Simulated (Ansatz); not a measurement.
Method: PBEsol, scalar-relativistic; collinear spin; PAW, 420 eV, Γ-centred 10×10×8 mesh, 0.05 eV Gaussian smearing; code Ansatz; PAW files: Ansatz's generated set soft_2.

A crystal of composition XGe2, relaxed at this level of theory, gives this pattern between 10° and 80°.

Cu Kα1 powder pattern (kinematic, no thermal factors).
| 2θ (°) | relative intensity |
| --- | --- |
| 23.65 | 13 |
| 33.12 | 100 |
| 41.58 | 47 |
| 46.67 | 11 |
| 48.39 | 2 |
| 52.97 | 3 |
| 54.16 | 25 |
| 64.27 | 26 |
| 65.67 | 2 |
| 69.50 | 1 |
| 70.51 | 22 |
| 75.87 | 8 |
| 77.88 | 8 |

Which lattice and cell does the pattern come from?

Hexagonal, space group P6/mmm (No. 191), a = 4.340 Å, b = 4.340 Å, c = 3.889 Å, α = 90.00°, β = 90.00°, γ = 120.00°. The line positions fix the lattice at most, not the space group, and lines under 1 % of the strongest aren't listed; this is the group of the computed cell.

A compound XGe2 has these computed properties.

```
Band gap                                              : zero (metallic)
Density of states at the Fermi level                  : 0.65 states/(eV·atom)
Magnetic state                                        : ferromagnetic (the only order tried)
Site spin moments                                     : X 6.92 μB
Spin moment of the cell                               : 6.94 μB
f electrons (orthogonalised atomic orbitals)          : X 7.17
Formation energy from the elements (0 K, uncorrected) : -0.60 eV/atom
Bulk modulus (Birch–Murnaghan)                        : 67 GPa
```

Sites: X on 1a, Ge on 2d.

Which element is X?
A. Gd
B. Eu
C. Sm
D. Tb

A. X is Gd, so the compound is GdGe2.

This is a trial structure made by placing the elements on a prototype's sites, so it needn't be the stable form.

Without a U the 4f levels of Gd lie too near the Fermi level, so their share of the states there, and what hangs on it, is overstated. No spin–orbit coupling, a notable omission for heavy elements. The run wasn't fully tested for a lower electronic state. Site moments are of spin, integrated over atomic spheres. Only parallel moments were tried, so the real magnetic order may be another.
